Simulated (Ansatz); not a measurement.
An Ansatz input:

```yaml
crystal:
  lattice:
    - [14.0, 0.0, 0.0]
    - [0.0, 14.4, 0.0]
    - [0.0, 0.0, 14.8]
  atoms:
    - { symbol: Te, position: [0.5, 0.5, 0.5], spin: 2.0 }
  symmetry: { detect: false, time_reversal: true }
hamiltonian:
  xc: pbesol
  pseudopotentials:
    kind: paw
    azcp:
      Te: "pseudopotentials/Te.paw.azcp"
basis:
  ecutwfc: 420
  fft_grid_basis: typed
kpoints:
  mp_grid: { grid: [1, 1, 1], shift: [0, 0, 0] }
magnetization:
  spin_polarized: true
scf:
  occupations: { method: fermi_dirac, width: 0.01 }
```

Output

```
Warning: the record states the generating functional pbe (its physics header spells it `PBE`), which answers neither for hamiltonian.xc's functional nor for the pbesol family's — results may be inconsistent (PPs are generated against a specific XC)
Engine: ansatz 0.2.0, aarch64-unknown-linux-gnu
Pseudopotentials: kind: paw
Pseudopotential: Te, paw, valence charge 16, recommended cutoff 420 eV (normal) 
Functional definition: PBEsol
  exchange = pbesol_x
  correlation = pbesol_c
Crystal: 1 atoms, lattice volume = 2983.680 Å³
Basis set: ecut = 420 eV, 58327 PW (Γ)
Bands: 13, of which v1, the nominal top of the filled ones, is band 8 counted from 1 (7 counted from 0)
Symmetry: 1 space group operations
k-points: 1
Non-local potential: Te, projectors of the file, l = 0: 2, l = 1: 2, l = 2: 2, l = 3: 2
PAW form: soft (Blöchl's): semilocal exchange-correlation on the pseudo side does not see the compensation charge
PAW frozen core: Te, regenerated for the run's functional, and the local potential with it (the file was generated under x = pbe(κ = 0.804, μ = 0.2195149727645171), c = pbe(β = 0.06672455060314922))
PAW one-centre angular grid: Te, 590 points (default); XC on 64 Gauss nodes
Initial density: superposition of atomic densities (neutral atoms: chi_scale 0, normalization atom)
Starting moments: Σ|m| = 2 μB on 1 of 1 site
Initial wavefunctions: pseudopotential atomic-orbital guess
Functional: x = pbesol(κ = 0.804, μ = 0.12345679012345678), c = pbesol(β = 0.046)
iter 1 solved again at ethr=1.68e-5 eV; its pass at ethr=3.10e-3 eV (dr2=2.68e-3 eV) is discarded
SCF iter   1: F=—  HF=-6898.106585 eV  |F-HF|=—  |Δ(HF+E_count)|=         —  Δρ=9.19e-3 (↑9.19e-3 ↓9.10e-3)  dr2=3.02e-3  dr2_m=2.29e0  M=2.000 μB ∫|m|=2.000 μB  β_m=0.30  ethr=1.68e-5  ⟨swp⟩=5.0  Hψ=274  notcnv=0
spin=Collinear: Resta preconditioning applied to the charge; magnetization (m = ρ↑ − ρ↓) channel mixes plain (no charge-response kernel on spin).
SCF iter   2: F=—  HF=-6898.367275 eV  |F-HF|=—  |Δ(HF+E_count)|=   2.61e-1  Δρ=6.51e-3 (↑6.51e-3 ↓6.44e-3)  dr2=9.86e-4  dr2_m=1.15e0  M=2.000 μB ∫|m|=2.000 μB  β_m=0.30  ethr=1.68e-5  ⟨swp⟩=4.0  Hψ=65  notcnv=0
spin-set hold released at iteration 2 (site moments show no strong build): the magnetisation degrees of freedom join the quasi-Newton model from the next iteration; the mixer history was kept
SCF iter   3: F=—  HF=-6898.499533 eV  |F-HF|=—  |Δ(HF+E_count)|=   1.32e-1  Δρ=4.60e-3 (↑4.60e-3 ↓4.57e-3)  dr2=1.71e-5  dr2_m=5.75e-1  M=2.000 μB ∫|m|=2.000 μB  β_m=0.06  ethr=6.17e-6  ⟨swp⟩=5.0  Hψ=72  notcnv=0
SCF iter   4: F=—  HF=-6898.547081 eV  |F-HF|=—  |Δ(HF+E_count)|=   4.75e-2  Δρ=3.69e-3 (↑3.69e-3 ↓3.69e-3)  dr2=5.55e-5  dr2_m=3.72e-1  M=2.000 μB ∫|m|=2.000 μB  β_m=0.38  ethr=1.07e-7  ⟨swp⟩=4.5  Hψ=76  notcnv=0
SCF iter   5: F=—  HF=-6898.632121 eV  |F-HF|=—  |Δ(HF+E_count)|=   8.50e-2  Δρ=7.77e-4 (↑7.43e-4 ↓7.77e-4)  dr2=2.00e-4  dr2_m=1.58e-2  M=2.000 μB ∫|m|=2.000 μB  β_m=0.66  ethr=1.07e-7  ⟨swp⟩=5.0  Hψ=92  notcnv=0
SCF iter   6: F=—  HF=-6898.636087 eV  |F-HF|=—  |Δ(HF+E_count)|=   3.97e-3  Δρ=1.24e-5 (↑7.24e-6 ↓1.24e-5)  dr2=7.56e-6  dr2_m=1.66e-6  M=2.000 μB ∫|m|=2.000 μB  β_m=0.78  ethr=1.07e-7  ⟨swp⟩=5.5  Hψ=78  notcnv=0
...
SCF 1 converged in 10 iterations: F = -6898.636088 eV  dr2 = 8.70e-9
...
SCF iter  72: F=—  HF=-6898.693342 eV  |F-HF|=—  |Δ(HF+E_count)|=   4.19e-7  Δρ=4.13e-6 (↑9.81e-8 ↓4.13e-6)  dr2=7.49e-7  dr2_m=1.17e-7  M=2.000 μB ∫|m|=2.027 μB  β_m=0.90  ethr=5.83e-11  ⟨swp⟩=13.0  Hψ=176  notcnv=0  recentre
SCF iter  73: F=—  HF=-6898.693342 eV  |F-HF|=—  |Δ(HF+E_count)|=   1.00e-7  Δρ=7.61e-7 (↑6.62e-8 ↓7.61e-7)  dr2=2.50e-8  dr2_m=4.12e-9  M=2.000 μB ∫|m|=2.027 μB  β_m=0.95  ethr=5.83e-11  ⟨swp⟩=5.0  Hψ=145  notcnv=0
SCF iter  74: F=—  HF=-6898.693342 eV  |F-HF|=—  |Δ(HF+E_count)|=   1.21e-7  Δρ=4.20e-6 (↑1.47e-7 ↓4.20e-6)  dr2=7.77e-7  dr2_m=1.21e-7  M=2.000 μB ∫|m|=2.027 μB  β_m=0.98  ethr=5.83e-11  ⟨swp⟩=11.5  Hψ=162  notcnv=0  recentre
SCF iter  75: F=—  HF=-6898.693343 eV  |F-HF|=—  |Δ(HF+E_count)|=   2.12e-7  Δρ=1.09e-6 (↑1.00e-7 ↓1.09e-6)  dr2=5.13e-8  dr2_m=8.47e-9  M=2.000 μB ∫|m|=2.027 μB  β_m=0.99  ethr=5.83e-11  ⟨swp⟩=1.0  Hψ=88  notcnv=0
SCF iter  76: F=—  HF=-6898.693343 eV  |F-HF|=—  |Δ(HF+E_count)|=   4.55e-8  Δρ=2.06e-6 (↑7.04e-8 ↓2.06e-6)  dr2=1.88e-7  dr2_m=2.90e-8  M=2.000 μB ∫|m|=2.027 μB  β_m=0.72  ethr=5.83e-11  ⟨swp⟩=9.0  Hψ=138  notcnv=0  recentre
SCF iter  77: F=—  HF=-6898.693343 eV  |F-HF|=—  |Δ(HF+E_count)|=   7.64e-8  Δρ=2.12e-6 (↑4.94e-8 ↓2.12e-6)  dr2=1.98e-7  dr2_m=3.07e-8  M=2.000 μB ∫|m|=2.027 μB  β_m=0.86  ethr=5.83e-11  ⟨swp⟩=4.0  Hψ=60  notcnv=0
SCF iter  78: F=—  HF=-6898.693343 eV  |F-HF|=—  |Δ(HF+E_count)|=   6.45e-8  Δρ=1.64e-6 (↑3.76e-8 ↓1.64e-6)  dr2=1.18e-7  dr2_m=1.84e-8  M=2.000 μB ∫|m|=2.027 μB  β_m=0.93  ethr=5.83e-11  ⟨swp⟩=4.0  Hψ=60  notcnv=0
SCF iter  79: F=—  HF=-6898.693342 eV  |F-HF|=—  |Δ(HF+E_count)|=   6.18e-8  Δρ=1.54e-6 (↑4.93e-8 ↓1.54e-6)  dr2=1.04e-7  dr2_m=1.62e-8  M=2.000 μB ∫|m|=2.027 μB  β_m=0.96  ethr=5.83e-11  ⟨swp⟩=9.5  Hψ=140  notcnv=0
SCF iter  80: F=—  HF=-6898.693342 eV  |F-HF|=—  |Δ(HF+E_count)|=   1.43e-8  Δρ=1.63e-6 (↑4.22e-8 ↓1.63e-6)  dr2=1.17e-7  dr2_m=1.83e-8  M=2.000 μB ∫|m|=2.027 μB  β_m=0.98  ethr=5.83e-11  ⟨swp⟩=6.0  Hψ=107  notcnv=0
SCF iter  81: F=-6898.693343 eV  HF=-6898.693343 eV  |F-HF|=1.95e-10  |Δ(HF+E_count)|=   7.71e-8  Δρ=3.66e-7 (↑6.48e-8 ↓3.66e-7)  dr2=6.14e-9  dr2_m=9.26e-10  M=2.000 μB ∫|m|=2.027 μB  ethr=5.83e-11  ⟨swp⟩=1.0  Hψ=92  notcnv=0
SCF 2 converged in 81 iterations: F = -6898.693343 eV  dr2 = 6.14e-9
iteration 81: the least curvature of the free energy that was read at this close is 0.002 (0.938 in the run's own bands): near zero (its residual is 0.001), and the free energy falls along no way that was tried (none was if the reading's last walks met no value under 0.05)
The result is that of the SCF that stage 1 started: 0.057 eV lower in free energy than the state whose close was followed first; 10 iterations were spent on what was left
SCF converged after 81 iterations
Magnetization: 2.0000 μB (9.0000 up, 7.0000 down)
Absolute magnetization: 2.0331 μB (∫|ρ↑−ρ↓|, with the PAW one-centre terms)
Spin contamination: 0.0033 ħ² per cell (⟨S²⟩ above its minimum at these occupations)
Per-site moments (μB) at R_I (Å): [(1.9999996202231305, 5.775)]
Free energy (F): -6898.693343 eV
Harris-Foulkes:  -6898.693343 eV  (|F-HF|=1.95e-10)
Internal energy: -6898.693334 eV  (E = F + TS)
E sigma→0 (E₀):  -6898.693338 eV
Entropy (-TS):   -0.000008 eV (-0.008 meV/atom)
Fermi energy:    -5.003311 eV
--- Per-component energies (eV) ---
  E_band       = -467.179756
  E_kinetic    = 179.566445
  E_local      = -3546.444658  (includes V_loc(G=0)·N_el)
  E_nonlocal   = -307.974312
  E_hartree    = 1844.299216
  E_xc         = -120.988668
  E_vxc        = -100.829451  (∫ρ·V_xc dr)
  E_paw        = -4584.552342  (= ΣΔE_a)
  E_vpaw       = -380.094306  (= ΣTr[D̂ρ^β])
  E_aug_tail   = -0.000188  (compensation charges beyond the density's cutoff)
  E_ewald      = -362.973644
  E_core_change = 0.374815  (= ΣΔE_core)
  E_smearing   = -0.000008  (= −TS)
  E_closure    = -0.000000  (closes the sum)
  Σ components = -6898.693343   (vs F -6898.693343, Δ=0.00e0)
--- Band table (eV) ---
  k-point 0 ↑: bands = ["-41.7107", "-41.7107", "-41.3034", "-41.3034", "-41.1721", "-15.5114", "-6.6551", "-6.6550", "-5.6901", "-0.4300", "0.4215", "0.5112", "0.5449"]
  k-point 0 ↓: bands = ["-41.4248", "-41.4247", "-41.1426", "-41.1426", "-41.0398", "-14.1876", "-5.1057", "-4.8940", "-4.8939", "-0.1816", "0.5291", "0.6274", "0.7037"]
```

Launched by

```sh
ansatz run input.yaml --threads 4 --pin off --max-ram 8192MiB --backend cpu --events-out ev --progress --plain --runs-dir out
```

On 4 threads of Arm Neoverse V2 (shared host) this took about 73 s of wall time and 280 s of CPU time, with 1.6 GiB at the peak.
